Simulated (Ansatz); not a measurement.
EuAgAs:
```
EuAgAs
1.0
    4.51513     0.00000     0.00000
   -2.25757     3.91022     0.00000
    0.00000     0.00000     8.04324
Eu As Ag
2 2 2
Cartesian
  0.00000   0.00000   0.00000
  0.00000   0.00000   4.02162
  0.00000   2.60681   2.01081
  2.25757   1.30341   6.03243
  0.00000   2.60681   6.03243
  2.25757   1.30341   2.01081
```
The run is spin-polarised; directions of the spins, atom by atom: ↑ ↑ 0 0 0 0.

Relaxed with r²SCAN.

Q: Give the Bader charges and basin volumes of the independent atoms, plane-wave PAW r²SCAN (Ansatz code).

A: 

```
atom  Bader charge (e)  Bader volume (Å³)
----  ----------------  -----------------
Eu1              +1.38               20.5
As3              -1.12               28.2
Ag5              -0.26               22.3
```

Space group P6_3/mmc. The workflow started from an entry of the Crystallography Open Database (COD). Whether it is the stable phase at ambient conditions was not checked. The cell was relaxed with r²SCAN under the symmetry of its start; its stability against distortions is not shown here. The final state is ferromagnetic, chosen from 2 collinear starts compared on coarse meshes (ties went to the first, and starts can fall back to one state), not a proven ground state. The 4f shell is in the valence, and the state reached may lie above the lowest one. Other orbital occupations within this spin state were not tried. No Hubbard U is applied. Spin–orbit coupling is left out wherever it is not named.

Potentials: the later of the program's two PAW sets.
